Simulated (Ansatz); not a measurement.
Here is the system:

TiSb2:
```yaml
crystal:
  lattice:
    - [-3.31796, 3.31796, 2.85551]
    - [3.31796, -3.31796, 2.85551]
    - [3.31796, 3.31796, -2.85551]
  atoms:
    - { symbol: Sb, position: [0.65292, 0.15292, 0.80583] }
    - { symbol: Sb, position: [0.15292, 0.34708, 0.50000] }
    - { symbol: Sb, position: [0.34708, 0.84708, 0.19417] }
    - { symbol: Sb, position: [0.84708, 0.65292, 0.50000] }
    - { symbol: Ti, position: [0.25000, 0.25000, 0.00000] }
    - { symbol: Ti, position: [0.75000, 0.75000, 0.00000] }
```

This is the PBEsol-relaxed structure.

Problem. All from plane-wave PAW PBEsol (Ansatz code), unless another level is named. Give the bulk modulus (Birch–Murnaghan fit).

Solution. 99.0 GPa.

Problem. What about the highest zone-centre frequency?

Solution. 287 cm⁻¹.

Space group I4/mcm. The workflow started from an entry of the Crystallography Open Database (COD, 293 K). Its standing as an ambient phase is unchecked. Symmetry was held in the PBEsol relaxation; of distortions, only those at the zone centre were tested. The run is not spin-polarised. As this level gives no gap, phonon frequencies hold no LO–TO term and depend on the k-mesh and smearing (Fermi–Dirac, 0.1 eV here). Spin–orbit coupling is left out wherever it is not named.

Potentials: the later of the program's two PAW sets.
